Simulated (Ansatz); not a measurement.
**KCl (rock salt): generalised stacking-fault energy along a line**

Generalised stacking fault of KCl (rock salt) on the {110} plane. The cell below holds the perfect crystal with the plane normal along z; tilting its third vector by the shift puts one fault into each cell, between planes 2.26 Å apart, at fixed cell height.

```
KCl
1.0
    4.51217     0.00000     0.00000
    0.00000     6.38117     0.00000
    2.25608     3.19058     6.76825
Cl K
3 3
Direct
  0.00000   0.00000   0.83333
  0.33333   0.33333   0.16667
  0.66667   0.66667   0.50000
  0.00000   0.50000   0.83333
  0.33333   0.83333   0.16667
  0.66667   0.16667   0.50000
```

In-plane vectors a = (4.512, 0.000) Å, b = (0.000, 6.381) Å, area 28.79 Å². The shift is s times the vector a (length 4.512 Å), so s = 1 restores the start. Atoms relax along the normal only. γ = [E(shift) − E(0)] / area.

The numbers are results of PBE (plane waves to 420 eV, PAW, scalar-relativistic; Ansatz, a program for electronic structure), not measurements. k mesh 7×7×7 (Γ-centred), Fermi-Dirac smearing 0.05 eV. Energies are extrapolated to zero smearing. Stress and pressure are positive under compression. Some relaxations began with atoms very close together and may have settled on another branch. Faults lie only 6.8 Å apart, and holding the cell height raises γ above its relaxed value. KCl was relaxed with its symmetry unable to fall. The zero of γ is zero shift.

```csv
shift (Å),γ (meV/Å²),σ normal to the fault (GPa)
0.000,0.0,0.0
0.376,2.4,0.5
0.752,6.9,1.5
1.128,11.2,2.5
1.504,14.6,3.4
1.880,16.8,3.9
2.256,17.5,4.1
2.632,16.8,3.9
3.008,14.6,3.4
3.384,11.2,2.5
3.760,6.9,1.5
4.136,2.4,0.5
```

Derived quantities:

- Highest computed γ on the line: 281 mJ/m²
- Position of the highest point: s = 0.500
- Local minima between the ends: no computed point is one
- Steepest slope dγ/d(shift) before the first maximum (spline): 2.0 GPa

The 12 points together took around 13 core-minutes (rough).

(The slope of γ gives the shear force per area between the displaced halves; near zero shift its curvature is an elastic stiffness.)
